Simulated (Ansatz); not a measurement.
TlCaBr3 (cubic perovskite), relaxed with r2SCAN in the plane-wave code Ansatz. Space group Pm-3m (No. 221), cubic; a = 5.631 Å in the conventional setting, 35.71 Å³ an atom. Tl is surrounded by 12 Br at 3.98 Å; Ca is surrounded by 6 Br at 2.82 Å; Br is surrounded by 2 Ca at 2.82 Å and 4 Tl at 3.98 Å.

The axes x, y and z are those of this cell:
```xyz
5
Lattice="5.6310 0.0000 0.0000 0.0000 5.6310 0.0000 0.0000 0.0000 5.6310" Properties=species:S:1:pos:R:3 pbc="T T T"
Tl    0.0000    0.0000    0.0000
Ca    2.8155    2.8155    2.8155
Br    2.8155    2.8155    0.0000
Br    2.8155    0.0000    2.8155
Br    0.0000    2.8155    2.8155
```

Unstrained: r2SCAN gives an indirect gap of 3.743 eV, from R to X; the least direct gap is 4.165 eV at X. With HSE06 the valence top lies at R and the conduction bottom at X, 4.341 eV higher; the smallest vertical gap, at X, is 4.782 eV. Meshes: r2SCAN 4×4×4, HSE06 4×4×4. Strains are changes of length per length, and xy shears are angles. After each strain the atoms were relaxed again with r2SCAN in this cell and within any symmetry left, so distortions that break it or need a larger cell weren't tested; points keep the names that they have in the unstrained zone. Note: simulated data, non-magnetic, for a generated structure that need not be the stable one.

Question: Apply uniaxial -1.0 % along x, other directions held. How far does the gap move, against the unstrained cell?

Answer: r2SCAN: the gap goes from 3.743 to 3.724 eV (-0.018 eV); the X points, equivalent before, split by 26 meV, and the conduction bottom lies at those like (1/2, 0, 0). HSE06: the gap goes from 4.341 to 4.320 eV (-0.021 eV); the X points, equivalent before, split by 27 meV, and the conduction bottom lies at those like (1/2, 0, 0). The r2SCAN energy rises by 0.7 meV an atom.

Question: Estimate what epitaxial +4.0 % in the xy plane, free normal strain -1.19 % does to the gap.

Answer: r2SCAN: the gap goes from 3.743 to 3.598 eV (-0.144 eV); the edges move from R → X to M → X [(0, 0, 1/2)]; the M points, equivalent before, split by 75 meV, and the valence top lies at those like (0, 1/2, 1/2); the X points, equivalent before, split by 125 meV, and the conduction bottom lies at those like (0, 0, 1/2). HSE06: the gap goes from 4.341 to 4.200 eV (-0.140 eV); the edges move from R → X to M → X [(0, 0, 1/2)]; the M points, equivalent before, split by 74 meV, and the valence top lies at those like (0, 1/2, 1/2); the X points, equivalent before, split by 132 meV, and the conduction bottom lies at those like (0, 0, 1/2). The r2SCAN energy rises by 18.1 meV an atom.

Question: Estimate what isotropic +0.5 % on every length does to the gap.

Answer: r2SCAN: the gap goes from 3.743 to 3.735 eV (-0.008 eV). HSE06: the gap goes from 4.341 to 4.335 eV (-0.006 eV). The r2SCAN energy rises by 0.5 meV an atom.

Question: Apply xy shear, engineering strain (angle) -1.0 %. How far does the gap move, against the unstrained cell?

Answer: r2SCAN: the gap goes from 3.743 to 3.739 eV (-0.004 eV). HSE06: the gap goes from 4.341 to 4.338 eV (-0.003 eV). The r2SCAN energy rises by 0.1 meV an atom.

Spin-orbit coupling is left out, which matters wherever the heavy atoms make up the band edges.

The meshes of the hybrids are coarse, so their gaps aren't converged to the digits shown.
